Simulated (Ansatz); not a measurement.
GaAs:
```yaml
crystal:
  lattice:
    - [0.00000, 2.84135, 2.84135]
    - [2.84135, 0.00000, 2.84135]
    - [2.84135, 2.84135, 0.00000]
  atoms:
    - { symbol: Ga, position: [0.00000, 0.00000, 0.00000] }
    - { symbol: As, position: [0.75000, 0.75000, 0.75000] }
```

Relaxed with HSE06. Special points in fractions of this cell's reciprocal vectors: Γ (0.000, 0.000, 0.000); X (0.500, 0.000, 0.500); U (0.625, 0.250, 0.625); K (0.375, 0.375, 0.750); L (0.500, 0.500, 0.500); W (0.500, 0.250, 0.750).

Task: List the band energies nearest the valence-band maximum at these points for plane-wave PAW HSE06 (Ansatz code).

Result: In eV from the valence-band maximum; about four levels below and three above (degenerate sets whole), none deeper than 8.9 eV; points with the same levels are listed once.

```json
[
 {"k": "Γ", "below": "0.00 0.00 0.00", "above": "1.29 4.53 4.53 4.53"},
 {"k": "X", "below": "-7.31 -2.85 -2.85", "above": "2.09 2.33 11.40 11.40"},
 {"k": "U", "below": "-7.10 -4.10 -2.40", "above": "2.64 5.47 9.00"},
 {"k": "L", "below": "-7.12 -1.21 -1.21", "above": "1.71 5.45 5.45"},
 {"k": "W", "below": "-7.09 -3.77 -3.53", "above": "5.44 5.55 6.33"}
]
```

Space group F-43m (zinc blende). The HSE06 relaxation kept the symmetry of its start. The hybrid was solved on a coarse mesh, the path and, where they were found, the r²SCAN edge points; its band edges are the extreme levels among these. Spin–orbit coupling is left out wherever it is not named.

Potentials: the earlier of the program's two PAW sets.
